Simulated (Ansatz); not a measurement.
MoPt (rock salt, space group No. 225) at seven volumes, plane-wave PAW PBEsol (Ansatz code), scaled uniformly. One row is withheld.

```
V (Å³/atom)  P (GPa)
-----------  -------
15.829         25.81
16.351         15.73
16.873          7.20
17.394          0.00
17.916         -6.08
18.438             ?
18.960        -15.50
```

**Question.** Fit the shown pressures and predict the withheld one.

**Answer.** Third-order Birch–Murnaghan: P = (3/2)B₀(x^(7/2) − x^(5/2))[1 + (3/4)(B′ − 4)(x − 1)] with x = (V₀/V)^(2/3). Least squares on the six rows gives V₀ = 17.395 Å³/atom, B₀ = 219.8 GPa, B′ = 4.64. At V = 18.438, x = 0.9619 and P = -11.18 GPa. The run itself gave -11.20 GPa.

Space group Fm-3m (rock salt). The start of the workflow was typed in or built on a structure type; neither database checked (COD, Materials Project) lists it. Its standing as an ambient phase is unchecked. Symmetry was held in the PBEsol relaxation; whether a distortion lowers the energy is not shown. The run is not spin-polarised. Its formation energy is positive at this level, so the cell may be metastable or incomplete. Spin–orbit coupling is left out wherever it is not named.

Potentials: the earlier of the program's two PAW sets. The files were generated under PBE; for other functionals the program regenerates the frozen cores, and for LDA and PBEsol the local potential too.
